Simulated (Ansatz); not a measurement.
YRh2:
Space group Fd-3m, origin choice 1 (No. 227); a = b = c = 7.498 Å, α = β = γ = 90.00°

| atom | site | symmetry | x | y | z |
|---|---|---|---|---|---|
| Y | 8b | -43m | 0.5000 | 0.5000 | 0.5000 |
| Rh | 16c | .-3m | 0.1250 | 0.1250 | 0.1250 |
(The calculation used a cell of 6 atoms; values per cell refer to that cell.)

Relaxed with r²SCAN.

Task: Which orbitals make up the states near the Fermi level in plane-wave PAW r²SCAN (Ansatz code)?

Result: Within 0.5 eV of the Fermi level: Rh 4d 76 %, Y 4d 16 %. Projections are on Löwdin-orthogonalised atomic valence shells; empty p or d shells of many metals are not among them.

Task: Tabulate the density of states.

Result: States/eV per cell of 6 atoms, in 0.25 eV bins, energy from the Fermi level.

| E (eV) | total | Rh 4d | Y 4d | Rh 5s |
|---|---|---|---|---|
| -7.10 | 0.00 | 0.00 | 0.00 | 0.00 |
| -6.85 | 0.12 | 0.02 | 0.00 | 0.07 |
| -6.60 | 0.29 | 0.06 | 0.00 | 0.16 |
| -6.35 | 0.44 | 0.10 | 0.00 | 0.23 |
| -6.10 | 0.60 | 0.18 | 0.01 | 0.30 |
| -5.85 | 0.87 | 0.32 | 0.02 | 0.40 |
| -5.60 | 1.66 | 0.85 | 0.06 | 0.60 |
| -5.35 | 1.98 | 1.11 | 0.08 | 0.59 |
| -5.10 | 2.09 | 1.19 | 0.11 | 0.56 |
| -4.85 | 2.98 | 1.88 | 0.23 | 0.57 |
| -4.60 | 6.86 | 4.96 | 0.70 | 0.75 |
| -4.35 | 10.02 | 7.55 | 1.14 | 0.80 |
| -4.10 | 8.53 | 6.15 | 0.93 | 0.64 |
| -3.85 | 9.45 | 7.53 | 0.85 | 0.52 |
| -3.60 | 11.59 | 10.40 | 0.63 | 0.26 |
| -3.35 | 10.25 | 8.88 | 0.77 | 0.32 |
| -3.10 | 8.24 | 6.59 | 0.86 | 0.45 |
| -2.85 | 7.50 | 5.94 | 0.85 | 0.43 |
| -2.60 | 9.07 | 7.23 | 0.98 | 0.47 |
| -2.35 | 9.94 | 7.83 | 0.95 | 0.64 |
| -2.10 | 8.71 | 6.76 | 1.12 | 0.48 |
| -1.85 | 7.76 | 5.66 | 1.20 | 0.55 |
| -1.60 | 6.91 | 5.13 | 1.00 | 0.48 |
| -1.35 | 7.18 | 5.74 | 0.82 | 0.37 |
| -1.10 | 12.07 | 10.69 | 0.89 | 0.26 |
| -0.85 | 8.29 | 7.56 | 0.45 | 0.16 |
| -0.60 | 4.62 | 4.04 | 0.28 | 0.20 |
| -0.35 | 7.18 | 6.23 | 0.61 | 0.18 |
| -0.10 | 3.12 | 2.21 | 0.64 | 0.11 |
| 0.15 | 2.84 | 1.92 | 0.63 | 0.08 |
| 0.40 | 4.14 | 2.43 | 1.15 | 0.11 |
| 0.65 | 5.73 | 3.17 | 1.41 | 0.23 |
| 0.90 | 3.71 | 1.35 | 1.45 | 0.15 |
| 1.15 | 3.52 | 1.01 | 1.46 | 0.16 |
| 1.40 | 3.21 | 0.87 | 1.37 | 0.13 |
| 1.65 | 3.86 | 1.58 | 1.89 | 0.04 |
| 1.90 | 7.53 | 2.01 | 5.00 | 0.16 |
| 2.15 | 6.50 | 1.56 | 4.39 | 0.26 |
| 2.40 | 6.07 | 1.68 | 3.88 | 0.21 |
| 2.65 | 8.00 | 2.59 | 4.52 | 0.42 |
| 2.90 | 3.90 | 1.19 | 1.87 | 0.46 |
| 3.15 | 2.70 | 0.68 | 1.32 | 0.39 |
| 3.40 | 1.82 | 0.36 | 1.00 | 0.22 |
| 3.65 | 1.32 | 0.19 | 0.79 | 0.08 |
| 3.90 | 1.79 | 0.22 | 1.06 | 0.10 |
| 4.15 | 2.47 | 0.28 | 1.43 | 0.19 |
| 4.40 | 1.83 | 0.19 | 1.03 | 0.14 |
| 4.65 | 4.02 | 0.40 | 2.77 | 0.27 |

The workflow started from a Materials Project entry (that database holds measured and hypothetical structures alike); the Crystallography Open Database files this formula in space group No. 227, but the cells were not matched. Its standing as an ambient phase is unchecked. The cell was relaxed with r²SCAN under the symmetry of its start; its stability against distortions is not shown here. The run is not spin-polarised. Scalar-relativistic: spin–orbit coupling is off unless named, which matters more the heavier the elements.

Potentials: the later of the program's two PAW sets.
